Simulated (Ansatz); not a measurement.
Frozen-phonon scan for Sn (beta-Sn type, space group I4_1/amd)

Sn (beta-Sn type, space group I4_1/amd)

```xyz
2
Lattice="-2.9735 2.9735 1.6061 2.9735 -2.9735 1.6061 2.9735 2.9735 -1.6061" Properties=species:S:1:pos:R:3 pbc="T T T"
Sn     0.0000     2.9735     0.8030
Sn     0.0000     0.0000     0.0000
```

A phonon eigenvector at Γ is frozen into this cell: atom i moves by Q times the vector below, so Q is the largest atomic displacement, in Å. The cell is held.

| atom | x | y | z |
|---|---|---|---|
| Sn1 | 0.000 | 0.000 | 1.000 |
| Sn2 | 0.000 | 0.000 | -1.000 |

All values below come from PBE (plane waves to 420 eV, PAW, scalar-relativistic; Ansatz, a program for electronic structure). k mesh 16×16×16 (Γ-centred), Fermi-Dirac smearing 0.05 eV. E stands for the smeared free energy. With partly filled bands, energies and forces of such displacements shift with the k mesh and the smearing. Sn was relaxed with its symmetry unable to fall. The PAW data are Ansatz's earlier set. ΔE is measured from the undisplaced structure.

```json
[
 {"Q (Å)": "-0.180", "ΔE (meV/cell)": "21.0", "−dE/dQ from forces (eV/Å)": "0.189"},
 {"Q (Å)": "-0.150", "ΔE (meV/cell)": "15.5", "−dE/dQ from forces (eV/Å)": "0.178"},
 {"Q (Å)": "-0.120", "ΔE (meV/cell)": "10.5", "−dE/dQ from forces (eV/Å)": "0.157"},
 {"Q (Å)": "-0.090", "ΔE (meV/cell)": "6.1", "−dE/dQ from forces (eV/Å)": "0.128"},
 {"Q (Å)": "-0.060", "ΔE (meV/cell)": "2.8", "−dE/dQ from forces (eV/Å)": "0.092"},
 {"Q (Å)": "-0.030", "ΔE (meV/cell)": "0.7", "−dE/dQ from forces (eV/Å)": "0.048"},
 {"Q (Å)": "0.000", "ΔE (meV/cell)": "0.0", "−dE/dQ from forces (eV/Å)": "0.000"},
 {"Q (Å)": "0.030", "ΔE (meV/cell)": "0.7", "−dE/dQ from forces (eV/Å)": "-0.048"},
 {"Q (Å)": "0.060", "ΔE (meV/cell)": "2.8", "−dE/dQ from forces (eV/Å)": "-0.092"},
 {"Q (Å)": "0.090", "ΔE (meV/cell)": "6.1", "−dE/dQ from forces (eV/Å)": "-0.128"},
 {"Q (Å)": "0.120", "ΔE (meV/cell)": "10.5", "−dE/dQ from forces (eV/Å)": "-0.157"},
 {"Q (Å)": "0.150", "ΔE (meV/cell)": "15.5", "−dE/dQ from forces (eV/Å)": "-0.178"},
 {"Q (Å)": "0.180", "ΔE (meV/cell)": "21.0", "−dE/dQ from forces (eV/Å)": "-0.189"}
]
```

What the scan shows:

The energy at Q = 0.180 Å comes out as 21.0 meV/cell. Space group of the distorted cell: Imma (No. 74), lowered from I4_1/amd. Symmetry of the curve: even: the same for both signs. Shape of the curve: a single well with its minimum at or next to zero displacement. Harmonic wavenumber from the curvature (finite differences): 43 cm⁻¹. Wavenumber by perturbation theory (DFPT, on another k mesh): 43 cm⁻¹.

The 13 points together took very roughly 12 core-minutes.

(A displaced cell: forces are minus the slopes of the energy, force constants its curvatures, and phonons follow from these.)
